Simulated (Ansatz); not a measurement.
Input and command of a plane-wave DFT calculation in Ansatz:

```yaml
crystal:
  lattice:
    - [0.0, 3.8804466515, 3.8804466515]
    - [3.8804466515, 0.0, 3.8804466515]
    - [3.8804466515, 3.8804466515, 0.0]
  atoms:
    - { symbol: W, position: [0.625, 0.625, 0.625] }
    - { symbol: W, position: [0.125, 0.625, 0.625] }
    - { symbol: W, position: [0.625, 0.625, 0.125] }
    - { symbol: W, position: [0.625, 0.125, 0.625] }
    - { symbol: Cl, position: [0.0, 0.0, 0.0] }
    - { symbol: Cl, position: [0.25, 0.25, 0.25] }
basis:
  ecutwfc: 420
kpoints:
  mp_grid: { grid: [4, 4, 4] }
hamiltonian:
  xc: pbe
scf:
  occupations: { method: gaussian, width: 0.1 }
  lower_state_search: "off"
output:
  forces: true
  stress: true
  eigenvalues: true
  populations: true
magnetization:
  spin_polarized: true
```

```bash
ansatz run input.yaml --threads 1 --pin off --max-ram 2560MiB --backend cpu --events-out ev --progress --plain --runs-dir out
```

Processor: AMD EPYC 9R45 96-Core Processor (Zen 5), 1 thread, on a host shared with other jobs.

Question: How long does it run, and how much memory does it take?

Answer: About 2.5 s on 1 thread of AMD EPYC 9R45 96-Core Processor (Zen 5), with other jobs on the host, peak memory 0.48 GiB. It solves 49 bands at 8 k points (the mesh reduced by the symmetry that the task leaves, which can be less than the crystal's) with about 2277 plane waves, in 14 SCF iterations.
